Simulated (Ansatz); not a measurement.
Ansatz run, In$_{2}$NiS$_{4}$

input.yaml (Ansatz 0.2.0)

```yaml
crystal:
  lattice:
    - [0.0, 5.22788783, 5.22788783]
    - [5.22788783, 0.0, 5.22788783]
    - [5.22788783, 5.22788783, 0.0]
  atoms:
    - { symbol: In, position: [0.625, 0.625, 0.625] }
    - { symbol: In, position: [0.125, 0.625, 0.625] }
    - { symbol: In, position: [0.625, 0.625, 0.125] }
    - { symbol: In, position: [0.625, 0.125, 0.625] }
    - { symbol: Ni, position: [0.0, 0.0, 0.0] }
    - { symbol: Ni, position: [0.25, 0.25, 0.25] }
    - { symbol: S, position: [0.384, 0.384, 0.384] }
    - { symbol: S, position: [0.402, 0.866, 0.866] }
    - { symbol: S, position: [0.384, 0.384, 0.848] }
    - { symbol: S, position: [0.866, 0.402, 0.866] }
    - { symbol: S, position: [0.848, 0.384, 0.384] }
    - { symbol: S, position: [0.866, 0.866, 0.866] }
    - { symbol: S, position: [0.384, 0.848, 0.384] }
    - { symbol: S, position: [0.866, 0.866, 0.402] }
  symmetry: { tolerance: 0.0003 }
kpoints:
  mp_grid: { grid: [6, 6, 6], shift: [0, 0, 0] }
  band_path:
    path:
      - [0.0, 0.0, 0.0]
      - [0.5, 0.0, 0.5]
      - [0.625, 0.25, 0.625]
      - [0.375, 0.375, 0.75]
      - [0.0, 0.0, 0.0]
      - [0.5, 0.5, 0.5]
      - [0.5, 0.25, 0.75]
      - [0.5, 0.0, 0.5]
    npoints: 8
magnetization:
  spin_polarized: false
scf:
  occupations: { method: gaussian, width: 0.0268 }
  lower_state_search: "off"
  max_iter: 200
hamiltonian:
  pseudopotentials: { kind: paw }
  xc: r2scan
basis:
  ecutwfc: 500
  fft_grid_basis: typed
output:
  forces: true
  stress: true
  eigenvalues: true
  bader: true
  populations: true
  elf: true
  write_potential: true
  volumetric_format: npy
  dos:
    e_range: [-12, 8]
    de: 0.05
    projected: { site_lists: { In: [In], Ni: [Ni], S: [S] } }
checkpoint:
  read: saved_state
```

The run starts from an earlier solution of this cell. 

Parts of the output:

```
Pseudopotentials: kind: paw
Pseudopotential: In, paw, valence charge 13, recommended cutoff 500 eV (meta_gga), In.paw.azcp
Pseudopotential: Ni, paw, valence charge 18, recommended cutoff 500 eV (meta_gga), Ni.paw.azcp
Pseudopotential: S, paw, valence charge 6, recommended cutoff 500 eV (meta_gga), S.paw.azcp
Functional definition: r2SCAN
  exchange = r2scan_x(k0 = k0, k1 = k1, a1 = a1)
  correlation = r2scan_c
Crystal: 14 atoms, lattice volume = 285.765 Å³
Basis set: ecut = 500 eV, 7343 PW (Γ), exchange–correlation on 216×216×216 points (64 copies of the dense FFT grid, shifted against one another)
Bands: 82, of which v1, the nominal top of the filled ones, is band 68 counted from 1 (67 counted from 0)
Symmetry: 48 space group operations
Space group: Fd-3m (ITA 227), of the structure as read, at distance tolerance 2.0e-3 Å
k-points: 16 of 216
Initial density: read from a saved state, or passed on in memory by an earlier SCF of this step, an earlier step, the calling program or the single point that the run made first
Functional: x = r2scan, c = r2scan; τ floored in thin density (d = 2e-4 eV/Å³)
SCF iter   1: F=-41390.0685 eV  Δρ=1.49e-3  dr2=1.89e-3  dr2_τ=5.62e-4
SCF iter   2: F=-41390.0687 eV  Δρ=6.07e-4  dr2=1.23e-3  dr2_τ=8.17e-6
SCF iter   3: F=-41390.0688 eV  Δρ=6.13e-4  dr2=1.06e-3  dr2_τ=4.67e-6
SCF iter   4: F=-41390.0691 eV  Δρ=4.26e-4  dr2=6.77e-4  dr2_τ=3.74e-6
SCF iter   5: F=-41390.0689 eV  Δρ=6.41e-4  dr2=8.89e-4  dr2_τ=4.12e-6
SCF iter   6: F=-41390.0697 eV  Δρ=1.51e-4  dr2=5.21e-5  dr2_τ=8.42e-7
SCF iter   7: F=-41390.0696 eV  Δρ=7.38e-5  dr2=1.30e-5  dr2_τ=4.49e-8
SCF iter   8: F=-41390.0696 eV  Δρ=6.20e-6  dr2=8.31e-8  dr2_τ=2.51e-9
Free energy (F): -41390.0696 eV
Harris-Foulkes:  -41390.0696 eV  (|F-HF|=6.00e-9)
Internal energy: -41390.0547 eV  (E = F + TS)
E sigma→0 (E₀):  -41390.0622 eV
Entropy (-TS):   -0.0149 eV (-1.067 meV/atom)
Fermi energy:    7.7036 eV
--- Stress (GPa, compression-positive) ---
        4.9272       0.0000       0.0000
        0.0000       4.9272       0.0000
        0.0000       0.0000       4.9272
  P = ⅓ Tr σ = 4.9272 GPa (49.272 kbar)
--- Löwdin populations: 14 sites ---
  site symbol       q [e]
     0     In     12.4568
     1     In     12.4568
     2     In     12.4568
     3     In     12.4568
     4     Ni     17.2718
     5     Ni     17.2718
     6      S      6.3667
     7      S      6.3667
     8      S      6.3667
     9      S      6.3667
    10      S      6.3667
    11      S      6.3667
    12      S      6.3667
    13      S      6.3667
  spilling = 0.0051 (of n_electrons = 136.0000)
```

Origin: a database entry at a rescaled volume. Caveats: no spin polarisation, so a magnetic state may lie lower; forces this large suggest misplaced atoms in the database entry; atoms or cell far from equilibrium.
